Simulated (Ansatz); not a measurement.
The start is a generated trial cell of InBi in the cinnabar structure type. Cell shape, volume and atoms are optimised at zero target pressure with r2SCAN (plane waves to 500 eV, PAW, scalar-relativistic; Ansatz, a first-principles code). First-step values are on the input's coarse k-mesh.

Ansatz input (later rounds restart from its end on a renewed k-mesh):
Ansatz 0.2 input:
```yaml
crystal:
  lattice:
    - [4.8236231, 0, 0]
    - [-2.4118116, 4.1773801, 0]
    - [0, 0, 11.050694]
  atoms:
    - { symbol: In, position: [0.7198, 0, 0.66666667] }
    - { symbol: In, position: [0, 0.7198, 0.33333333] }
    - { symbol: In, position: [0.2802, 0.2802, 0] }
    - { symbol: Bi, position: [0.4889, 0, 0.16666667] }
    - { symbol: Bi, position: [0, 0.4889, 0.83333333] }
    - { symbol: Bi, position: [0.5111, 0.5111, 0.5] }
basis: { ecutwfc: 500, ecutrho_ratio: 4, xc_grid: 4, fft_grid_basis: typed }
kpoints: { mp_grid: { grid: [8, 8, 3] } }
hamiltonian:
  xc: r2scan
  dispersion: none
  pseudopotentials: { kind: paw }
scf: { occupations: { method: fermi_dirac, width: 0.05 } }
relax: { f_tol: 0.01, max_steps: 100, cell: { stress_tol: 0.02 } }
output: { forces: true, stress: true }
```

| Quantity | Value |
|---|---|
| Largest initial force | 1.21 eV/Å, on Bi4, Bi5, Bi6 (atoms numbered as listed) |
| Outcome | The space group stays P3₂21 (No. 154) (the run could not lower it), with 6 atoms in the primitive cell |
| Volume change | -8.6 %, from 37.11 to 33.91 Å³/atom |
| Band gap at the end | no gap (metallic) |
| Optimiser moves | 10 |

Final values are on a 11×11×5 k-mesh of the relaxed cell. No spin polarisation in the result.

The run could not lose the symmetry of its start, so the end can be a saddle point.

The relaxed structure here is a generated cell of InBi: the first start was made by placing the elements on the sites of a structure type, and the end was not matched to a known phase here, so it may be hypothetical.
